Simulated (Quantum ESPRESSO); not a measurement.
# In2Os3RhAl2: different elements on one site, starting from this cell

Computed values, not a measurement. The program is pw.x of Quantum ESPRESSO 7.5 (plane-wave density functional theory). The cell is made up: eight metal atoms on a hexagonal close-packed lattice, with elements, volume, strain and displacements drawn at random and not relaxed, so it may be unstable or far from any real phase. PseudoDojo standard norm-conserving files set the functional (PBE unless stated); there is no spin polarisation or spin-orbit coupling, the Fermi-Dirac width of 0.25 eV means electrons at about 2900 K, and the masses in the input are unused placeholders. Heavy elements are run without spin-orbit coupling, which real alloys of them have. A spin test at this wide smearing found no moment, but such smearing suppresses magnetism that the real alloy may have.

The runs put different elements on site 2. Cell, positions, cutoff, mesh and smearing stay as in the input of run 1; sites are counted in its order. Stress in the tables is positive in tension.

Input of run 1:

```
&control calculation='scf', pseudo_dir='./dojo.nc.sr.pbe.v0_5.standard.upf', outdir='./o', disk_io='minimal', tprnfor=.true., tstress=.true. /
&system ibrav=0, nat=8, ntyp=4, nbnd=62, ecutwfc=87.97787729, nosym=.true., tot_charge=0,
 occupations='smearing', smearing='fd', degauss=0.0183746611
/
&electrons conv_thr=1.470e-08, electron_maxstep=70, mixing_beta=0.5 /
ATOMIC_SPECIES
Al 1.0 Al.upf
In 1.0 In.upf
Os 1.0 Os.upf
Rh 1.0 Rh.upf
CELL_PARAMETERS angstrom
2.8346 -0.0366 4.5133
2.719 0.0434 -4.4394
-2.7709 5.0011 -0.0812
ATOMIC_POSITIONS angstrom
In 0.128 0.089 0.025
Os -1.4011 2.5488 -0.0926
Os 2.7403 1.7027 -2.1387
Os 1.4202 4.1639 -2.1855
In 2.6933 -0.0826 0.1357
Rh 1.4594 2.4806 -0.0326
Al 2.8469 1.6746 2.3502
Al 1.3428 4.1929 2.1971
K_POINTS automatic
6 6 5 1 1 1
```

| run | elements on sites 1 to 8 | -TS (eV) | pressure (GPa) | stress xx (GPa) | stress yy (GPa) | stress zz (GPa) | stress yz (GPa) | stress xz (GPa) | stress xy (GPa) | iterations |
| --- | --- | --- | --- | --- | --- | --- | --- | --- | --- | --- |
| 1 | In Os Os Os In Rh Al Al | -1.319 | 7.16 | -11.16 | 1.31 | -11.63 | -0.63 | 2.59 | 3.40 | 13 |
| 2 | In Zn Os Os In Rh Al Al | -1.123 | 8.32 | -6.96 | -2.70 | -15.30 | 1.39 | 5.27 | 4.56 | 12 |
| 3 | In Li Os Os In Rh Al Al | -1.149 | 5.88 | -5.04 | 2.02 | -14.63 | 0.84 | 3.68 | 3.88 | 12 |
| 4 | In Ta Os Os In Rh Al Al | -1.135 | 14.48 | -13.78 | -10.02 | -19.65 | 0.84 | 6.85 | 4.03 | 12 |
| 5 | In Ag Os Os In Rh Al Al | -1.141 | 12.41 | -12.06 | -4.76 | -20.41 | -0.50 | 2.34 | 3.78 | 12 |

Forces Fx Fy Fz (eV/Å):

| site | run 1 | run 2 | run 3 | run 4 | run 5 |
| --- | --- | --- | --- | --- | --- |
| 1 | -2.58 -0.16 0.81 | -2.43 -0.22 0.85 | -2.30 -0.27 0.82 | -2.37 -0.08 0.90 | -2.46 -0.14 0.83 |
| 2 | 0.16 -0.79 0.44 | -0.08 -0.51 0.76 | -0.01 -0.27 0.54 | -0.41 -0.93 1.45 | 0.39 -0.53 0.71 |
| 3 | 0.27 -0.01 -0.84 | 0.50 -0.09 -0.64 | 0.35 0.02 -0.57 | 0.69 -0.24 -1.25 | -0.04 -0.46 -1.04 |
| 4 | -0.36 0.11 0.23 | -0.22 -0.12 0.35 | -0.26 -0.25 0.80 | -0.73 -0.14 0.28 | -0.11 0.14 0.87 |
| 5 | 2.56 0.70 -1.35 | 2.37 0.60 -1.58 | 2.18 0.40 -1.52 | 2.66 1.32 -1.30 | 2.49 0.73 -1.51 |
| 6 | -0.59 0.53 1.25 | -0.65 0.53 1.31 | -0.53 0.56 1.04 | -0.68 0.62 1.41 | -0.86 0.49 1.24 |
| 7 | -0.29 1.20 -0.66 | -0.35 1.04 -0.61 | -0.31 1.11 -0.64 | -0.04 0.67 -1.17 | -0.25 0.97 -0.63 |
| 8 | 0.82 -1.58 0.13 | 0.86 -1.23 -0.44 | 0.88 -1.30 -0.46 | 0.87 -1.21 -0.32 | 0.84 -1.21 -0.47 |

Energies are left out, as each element's file has its own zero. A rerun of one cell of this series at a higher cutoff and on a denser mesh moved values by no more than 0.004 eV in energy, 0.03 GPa in stress and 0.003 eV/Å in force, and a second program with other atomic files agreed on that cell to 2 % rms in force and 0.5 GPa in pressure.